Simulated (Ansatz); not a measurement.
# La2O3 (A-La2O3 type, space group P-3m1), scan of one atom of the cell

La₂O₃ (A-La2O3 type, space group P-3m1)

```xyz
5
Lattice="3.9061 0.0000 0.0000 -1.9531 3.3828 0.0000 0.0000 0.0000 6.0402" Properties=species:S:1:pos:R:3 pbc="T T T"
La     0.0000     2.2552     1.4821
La     1.9531     1.1276     4.5582
O      0.0000     0.0000     0.0000
O      0.0000     2.2552     3.9021
O      1.9531     1.1276     2.1382
```

In this cell atom 5 (O, nearest neighbour La at 2.349 Å; its periodic images, 3.9 Å or more away, move with it) is moved by s along Cartesian z, unit vector (0.000, 0.000, 1.000); all other atoms and the cell stay fixed.

Computed with PBEsol (plane waves to 420 eV, PAW, scalar-relativistic; Ansatz, a program for electronic structure). k mesh 8×8×5 (Γ-centred), Fermi-Dirac smearing 0.05 eV. Energies are smeared free energies. Compression counts positive. Left out: 2 of 11 points, with atoms too close for the PAW data. F∥ is the force on the atom along that direction. La2O3 is run without spin polarisation. La2O3 was relaxed with its symmetry unable to fall. ΔE is measured from the undisplaced structure.

```csv
s (Å),ΔE (eV/cell),F∥ (eV/Å),P (GPa)
-0.470,0.580,1.909,2.83
-0.376,0.406,1.781,2.21
-0.282,0.249,1.540,1.53
-0.188,0.120,1.173,0.88
-0.094,0.033,0.665,0.33
0.000,0.000,0.000,0.00
0.094,0.038,-0.853,-0.04
0.188,0.168,-1.939,0.33
0.282,0.412,-3.324,1.22
```

What the scan shows:

The energy at s = 0.282 Å comes out as 412 meV/cell and the force along the line at s = -0.470 Å comes out as 1.91 eV/Å. The force constant k = d²E/ds² at s = 0 (finite differences) is 8.01 eV/Å². Symmetry of the curve: not even: the positive side lies higher at ±0.282 Å. Shape of the curve: a single well with its minimum at or next to zero displacement. Harmonic estimate at the end of the scan: ½ks² = 318 meV/cell against the computed 412 meV/cell, so the well is stiffer than harmonic there.

The 11 points together took roughly 2.1 core-minutes.

(A displaced cell: forces are minus the slopes of the energy, force constants its curvatures, and phonons follow from these.)
